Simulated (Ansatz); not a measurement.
Consider the following.

TaC:
```xyz
2
Lattice="0.0000 2.2069 2.2069 2.2069 0.0000 2.2069 2.2069 2.2069 0.0000" Properties=species:S:1:pos:R:3 pbc="T T T"
Ta     0.0000     0.0000     0.0000
C      2.2069     2.2069     2.2069
```

This is the LDA-relaxed structure.

Task: All from plane-wave PAW LDA (Ansatz code), unless another level is named. Give the electronic character.

Result: metallic (no gap).

Task: Predict the formation energy from the elements (no fitted shifts).

Result: -0.69 eV/atom.

Task: What about the density of states at the Fermi level?

Result: 0.30 states/eV per atom (mean over ±0.08 eV).

Space group Fm-3m (rock salt). The cell was relaxed with LDA under the symmetry of its start. The run is not spin-polarised. The references are the lowest solids computed at this level, not always the standard phases. Scalar-relativistic: spin–orbit coupling is off unless named, which matters more the heavier the elements.

Potentials: the earlier of the program's two PAW sets. The files were generated under PBE; for other functionals the program regenerates the frozen cores, and for LDA and PBEsol the local potential too.
